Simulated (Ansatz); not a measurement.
Trial structure of MnPt₂, not yet relaxed:

```
Mn Pt
1.0
     3.16343    0.00000    0.00000
     0.00000    3.16343    0.00000
     0.00000    0.00000    4.34288
Mn Pt
1 2
Direct
  0.50000 0.50000 0.34495
  0.00000 0.00000 0.97666
  0.50000 0.50000 0.88175
```

Level of theory: DFT PBE, scalar-relativistic, plane waves, PAW in Ansatz 0.2.0. Settings: cutoff 420 eV, Γ-centred mesh 6×6×4 on the computed 3-atom cell, Gaussian smearing of 0.10 eV; collinear spin from starting moments 4.0 0.0 0.0 μB.

Formation energies are uncorrected and refer to the elements' standard structures at the same level.

Task: What does a single point on this coarse mesh give?

Result: The pressure is 116.3 GPa (the mean over three directions, positive in compression), the largest force is 14.00 eV/Å, and the energy is +2.45 eV/atom against the elements. The shortest distance is 2.01 Å.

Task: Is it a good guess?

Result: A poor one: relaxing gains about 2.4 eV/atom (the start's value is from the coarse mesh, so the gain is rough) in 25 ionic steps and ends at +0.05 eV/atom on the finer mesh. The symmetry stays P4mm (No. 99). The volume per atom grows by 13.7 %, from 14.5 to 16.5 Å³. The shortest distance goes from 2.01 Å (Mn–Pt) to 2.45 Å (Mn–Pt). The ratio c/a of the conventional cell changes by a factor of 1.64. Conventional cell: a = 2.802 Å, c = 6.290 Å. Mn has 1 Pt at 2.45 Å, 4 Pt at 2.65 Å and 4 Mn at 2.80 Å; Pt on its first site is surrounded by 4 Mn at 2.65 Å and 8 Pt at 2.80–2.87 Å; around Pt on its second site lie 1 Mn at 2.45 Å and 8 Pt at 2.80–2.87 Å.

The last run used collinear spin, a 16×16×8 mesh (in the run's order of axes) for its 3-atom cell and Gaussian smearing of 0.10 eV. These runs have no spin–orbit coupling, which can matter for Pt. Another magnetic order may lie lower. The relaxation can't lower the symmetry of the start, and the grade says only how near the guess is to its own end. A structure relaxed within its symmetry needn't be a true minimum. Another cell of MnPt2 relaxed alike, in P-3m1 (a Materials Project cell), lies 224 meV/atom lower, so this cell isn't the stable form at this level.
